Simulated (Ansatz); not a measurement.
V:
```
V
1.0
   -1.47900     1.47900     1.47900
    1.47900    -1.47900     1.47900
    1.47900     1.47900    -1.47900
V
1
Direct
  0.00000   0.00000   0.00000
```

Relaxed with PBEsol. Special points in fractions of this cell's reciprocal vectors: Γ (0.000, 0.000, 0.000); H (0.500, -0.500, 0.500); N (0.000, 0.000, 0.500); P (0.250, 0.250, 0.250).

List the band energies nearest the Fermi level at these points for DFT-PBEsol in the program Ansatz with PAW potentials.

In eV from the Fermi level; about four levels below and three above (degenerate sets whole), none deeper than 8.9 eV; … stands for higher levels left out; points with the same levels are listed once.

```json
[
 {"k": "Γ", "below": "-6.69", "above": "0.42 0.42 0.42"},
 {"k": "H", "below": "-3.20 -3.20", "above": "…"},
 {"k": "N", "below": "-3.33 -1.21", "above": "1.79 2.55 …"},
 {"k": "P", "below": "-1.16 -1.16 -1.16", "above": "…"}
]
```

Space group Im-3m (bcc (W type)). Symmetry was held in the PBEsol relaxation. The workflow began spin-polarised and lost its moments.

Potentials: the later of the program's two PAW sets.
